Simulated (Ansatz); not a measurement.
Input file for Ansatz (a first-principles code):

Ansatz 0.2 input:
```yaml
crystal:
  lattice:
    - [2.1453101245, -6.0517841851, 0.0]
    - [2.1453101245, 6.0517841851, 0.0]
    - [0.0, 0.0, 4.4413839586]
  atoms:
    - { symbol: Pb, position: [0.6300163427, 0.3699836573, 0.75] }
    - { symbol: Pb, position: [0.3699836573, 0.6300163427, 0.25] }
    - { symbol: Se, position: [0.8619569385, 0.1380430615, 0.75] }
    - { symbol: Se, position: [0.1380430615, 0.8619569385, 0.25] }
kpoints:
  mp_grid: { grid: [6, 6, 5] }
  band_path:
    path:
      - [[0.0, 0.0, 0.0], [-0.5, 0.5, 0.0], [-0.2814161751, 0.7185838249, 0.0]]  # Γ-Y-C_0
      - [[0.2814161751, 0.2814161751, 0.0], [0.0, 0.0, 0.0], [0.0, 0.0, 0.5], [0.2814161751, 0.2814161751, 0.5]]  # Σ_0-Γ-Z-A_0
      - [[-0.2814161751, 0.7185838249, 0.5], [-0.5, 0.5, 0.5], [-0.5, 0.5, 0.0]]  # E_0-T-Y
      - [[0.0, 0.0, 0.0], [0.0, 0.5, 0.0], [0.0, 0.5, 0.5], [0.0, 0.0, 0.5], [-0.5, 0.5, 0.5]]  # Γ-S-R-Z-T
      - [VBM, CBM]
    npoints: 6
hamiltonian:
  xc: r2scan
  dispersion: d4
  pseudopotentials: { kind: paw }
magnetization: { noncollinear: true, spin_orbit: true }
scf:
  n_extra_bands: 12
  convergence: { dr2_threshold: 0.0000000001 }
  occupations: { method: gaussian, width: 0.01 }
checkpoint: { write: soc.run }
output: { eigenvalues: true }
```

Output (shortened):

```
Pseudopotential: Pb, paw_fr, valence charge 14
Pseudopotential: Se, paw_fr, valence charge 16
Functional definition: r2SCAN
non-collinear run that drives no moment, with spin-orbit …
Crystal: 4 atoms, lattice volume = 115.325 Å³
Basis set: ecut = 500 eV, 2909 PW (Γ), exchange–correlation on 192×192×144 points (64 copies of the dense FFT grid, shifted against one another)
Bands: 72, of which v1, the nominal top of the filled ones, is band 60 counted from 1 (59 counted from 0)
Symmetry: 8 space group operations + 8 with time reversal
k-points: 39 of 180
Projection manifold: j_resolved (fully-relativistic pseudo-atomic orbitals)
iter 1 solved again at ethr=1.59e-3 eV; its pass at ethr=3.10e-3 eV (dr2=9.52e-1 eV) is discarded
SCF iter   1: F=—  HF=-34727.453499 eV  |F-HF|=—  |Δ(HF+E_count)|=         —  Δρ=2.38e-2  dr2=9.52e-1  dr2_τ=5.11e-3  dr2_m=0.00e0 (ungated)  ethr=1.59e-3  |M|=0.00e0 ∫|m|=0.00e0 μB  |m|>n=0.0e0 m-floor=0.0e0 τ_xc=0.0e0  β_m=0.30  ⟨swp⟩=1.5  Hψ=8308  notcnv=0
preconditioner: auto → Resta (q_TF=auto, 2.447 Å⁻¹)
spin=Noncollinear: Resta preconditioning applied to the charge; magnetization (m_x, m_y, m_z) channels mix plain (no charge-response kernel on spin).
SCF iter   2: F=—  HF=-34727.376709 eV  |F-HF|=—  |Δ(HF+E_count)|=   7.68e-2  Δρ=1.64e-2  dr2=3.98e-1  dr2_τ=1.32e-3  dr2_m=0.00e0 (ungated)  ethr=1.59e-3  |M|=0.00e0 ∫|m|=0.00e0 μB  |m|>n=0.0e0 m-floor=0.0e0 τ_xc=0.0e0  β_m=0.55  ⟨swp⟩=2.0  Hψ=1643  notcnv=0
SCF iter   3: F=—  HF=-34727.362014 eV  |F-HF|=—  |Δ(HF+E_count)|=   1.47e-2  Δρ=4.44e-3  dr2=2.06e-2  dr2_τ=1.80e-4  dr2_m=0.00e0 (ungated)  ethr=6.63e-4  |M|=0.00e0 ∫|m|=0.00e0 μB  |m|>n=0.0e0 m-floor=0.0e0 τ_xc=0.0e0  β_m=0.62  ⟨swp⟩=2.1  Hψ=1922  notcnv=0  defer=70
SCF iter   4: F=—  HF=-34727.370314 eV  |F-HF|=—  |Δ(HF+E_count)|=   8.30e-3  Δρ=1.54e-3  dr2=1.90e-3  dr2_τ=1.45e-5  dr2_m=0.00e0 (ungated)  ethr=3.44e-5  |M|=0.00e0 ∫|m|=0.00e0 μB  |m|>n=0.0e0 m-floor=0.0e0 τ_xc=0.0e0  β_m=0.73  ⟨swp⟩=2.6  Hψ=2062  notcnv=0  defer=254
SCF iter   5: F=—  HF=-34727.371428 eV  |F-HF|=—  |Δ(HF+E_count)|=   1.11e-3  Δρ=1.84e-4  dr2=2.87e-5  dr2_τ=4.26e-7  dr2_m=0.00e0 (ungated)  ethr=3.17e-6  |M|=0.00e0 ∫|m|=0.00e0 μB  |m|>n=0.0e0 m-floor=0.0e0 τ_xc=0.0e0  β_m=0.86  ⟨swp⟩=2.9  Hψ=2510  notcnv=0  defer=254
SCF iter   6: F=—  HF=-34727.371472 eV  |F-HF|=—  |Δ(HF+E_count)|=   4.33e-5  Δρ=3.74e-5  dr2=1.94e-6  dr2_τ=3.46e-8  dr2_m=0.00e0 (ungated)  ethr=4.79e-8  |M|=0.00e0 ∫|m|=0.00e0 μB  |m|>n=0.0e0 m-floor=0.0e0 τ_xc=0.0e0  β_m=0.87  ⟨swp⟩=2.9  Hψ=2217  notcnv=0  defer=254
SCF iter   7: F=—  HF=-34727.371471 eV  |F-HF|=—  |Δ(HF+E_count)|=   6.99e-7  Δρ=1.13e-5  dr2=1.47e-7  dr2_τ=1.44e-9  dr2_m=0.00e0 (ungated)  ethr=3.23e-9  |M|=0.00e0 ∫|m|=0.00e0 μB  |m|>n=0.0e0 m-floor=0.0e0 τ_xc=0.0e0  β_m=0.89  ⟨swp⟩=2.0  Hψ=2057  notcnv=0  defer=254
SCF iter   8: F=—  HF=-34727.371471 eV  |F-HF|=—  |Δ(HF+E_count)|=   1.42e-7  Δρ=3.17e-6  dr2=1.15e-8  dr2_τ=1.01e-10  dr2_m=0.00e0 (ungated)  ethr=2.45e-10  |M|=0.00e0 ∫|m|=0.00e0 μB  |m|>n=0.0e0 m-floor=0.0e0 τ_xc=0.0e0  β_m=0.95  ⟨swp⟩=2.0  Hψ=2057  notcnv=0  defer=254
SCF iter  10: F=-34727.371471 eV  HF=-34727.371471 eV  |F-HF|=7.28e-12  |Δ(HF+E_count)|=  5.89e-10  Δρ=1.17e-7  dr2=1.81e-11  dr2_τ=1.20e-13  dr2_m=0.00e0 (ungated)  ethr=1.00e-12  |M|=0.00e0 ∫|m|=0.00e0 μB  |m|>n=0.0e0 m-floor=0.0e0 τ_xc=0.0e0  ⟨swp⟩=8.7  Hψ=5196  notcnv=0
SCF 1 converged in 10 iterations: F = -34727.371471 eV  dr2 = 1.81e-11
NSCF: frozen V_eff on 52 k-points
NSCF: frozen V_eff on 52 k-points
NSCF: frozen V_eff on 52 k-points
NSCF: frozen V_eff on 52 k-points
NSCF: frozen V_eff on 45 k-points
NSCF: frozen V_eff on 11 k-points
NSCF: frozen V_eff on 52 k-points
NSCF: frozen V_eff on 17 k-points
NSCF: frozen V_eff on 22 k-points
NSCF: frozen V_eff on 39 k-points
NSCF: frozen V_eff on 25 k-points
NSCF: frozen V_eff on 18 k-points
NSCF: frozen V_eff on 11 k-points
NSCF: frozen V_eff on 19 k-points
NSCF: frozen V_eff on 8 k-points
NSCF: frozen V_eff on 6 k-points
NSCF: frozen V_eff on 8 k-points
NSCF: frozen V_eff on 3 k-points
NSCF: frozen V_eff on 4 k-points
NSCF: frozen V_eff on 2 k-points
NSCF: frozen V_eff on 2 k-points
NSCF: frozen V_eff on 8 k-points
NSCF: frozen V_eff on 2 k-points
NSCF: frozen V_eff on 8 k-points
NSCF: frozen V_eff on 8 k-points
NSCF: frozen V_eff on 2 k-points
NSCF: frozen V_eff on 77 k-points
SCF converged after 10 iterations
Magnetization: |M| = 0.0000 μB,  M = (+0.0000, +0.0000, +0.0000) μB
Absolute magnetization: 0.0000 μB (∫|m|)
  site 0: m = (+0.0000, +0.0000, +0.0000) μB, |m| = 0.0000 μB  (R = 1.16 Å)
  site 1: m = (+0.0000, +0.0000, +0.0000) μB, |m| = 0.0000 μB  (R = 1.16 Å)
  site 2: m = (+0.0000, +0.0000, +0.0000) μB, |m| = 0.0000 μB  (R = 1.16 Å)
  site 3: m = (+0.0000, +0.0000, +0.0000) μB, |m| = 0.0000 μB  (R = 1.16 Å)
Free energy (F): -34727.371471 eV
Harris-Foulkes:  -34727.371471 eV  (|F-HF|=7.28e-12)
Internal energy: -34727.371471 eV  (E = F + TS)
E sigma→0 (E₀):  -34727.371471 eV
Fermi energy:    8.678233 eV
--- Per-component energies (eV) ---
  E_band       = -899.646170
  E_kinetic    = 813.338051
  E_local      = -7109.464810  (includes V_loc(G=0)·N_el)
  E_nonlocal   = -487.600726
  E_hartree    = 3312.065080
  E_xc         = -613.828984
  E_vxc        = -502.666008  (∫ρ·V_xc dr)
  E_paw        = -24643.502312  (= ΣΔE_a)
  E_vpaw       = -268.828518  (= ΣTr[D̂ρ^β])
  E_aug_tail   = -0.000367  (compensation charges beyond the density's cutoff)
  E_vtau       = 31.445953  (kinetic-family band-sum trace: ∫τ·v_τ [+ j·A + Jᵃ·Aᵃ] dr)
  E_ewald      = -5996.218548
  E_disp       = -0.536780  (pairwise vdW)
  E_core_change = -1.622073  (= ΣΔE_core)
  E_smearing   =  0.000000  (= −TS)
  E_closure    =  0.000000  (closes the sum)
  Σ components = -34727.371471   (vs F -34727.371471, Δ=0.00e0)
  [band-id]    e_kinetic+e_local+e_nonlocal+2·e_hartree+e_vxc+e_vpaw+e_augmentation_tail+e_vtau = -899.646266   (vs E_band -899.646170, Δ=-9.58e-5)
--- Band table (eV; the first three rows and the last of 39) ---
  k-point 0: bands = ["-39.8761", "-39.8761", "-39.8759", "-39.8759", "-39.8681", "-39.8681", "-39.8681", "-39.8681", "-38.9812", "-38.9812", "-38.9811", "-38.9811", "-38.9756", "-38.9756", "-38.9755", "-38.9755", "-38.9705", "-38.9705", "-38.9704", …
  k-point 1: bands = ["-39.8760", "-39.8760", "-39.8759", "-39.8759", "-39.8681", "-39.8681", "-39.8681", "-39.8681", "-38.9812", "-38.9812", "-38.9811", "-38.9811", "-38.9756", "-38.9756", "-38.9755", "-38.9755", "-38.9704", "-38.9704", "-38.9704", …
  k-point 2: bands = ["-39.8760", "-39.8760", "-39.8760", "-39.8760", "-39.8681", "-39.8681", "-39.8681", "-39.8681", "-38.9811", "-38.9811", "-38.9811", "-38.9811", "-38.9756", "-38.9756", "-38.9755", "-38.9755", "-38.9704", "-38.9704", "-38.9704", …
  k-point 38: bands = ["-39.8760", "-39.8760", "-39.8760", "-39.8760", "-39.8681", "-39.8681", "-39.8681", "-39.8681", "-38.9811", "-38.9811", "-38.9811", "-38.9811", "-38.9756", "-38.9756", "-38.9755", "-38.9755", "-38.9704", "-38.9704", "-38.9704", …
```

Cost: around 19 core-minutes (rough) on shared cores.

Space group Cmcm. The workflow started from a Materials Project entry (that database holds measured and hypothetical structures alike); the Crystallography Open Database copy checked does not list it. It is not the phase usual at ambient conditions (space group No. 225). The r²SCAN+D4 relaxation kept the symmetry of its start; its stability against distortions is not shown here.

Potentials: the later of the program's two PAW sets.

Ansatz is a plane-wave DFT program.
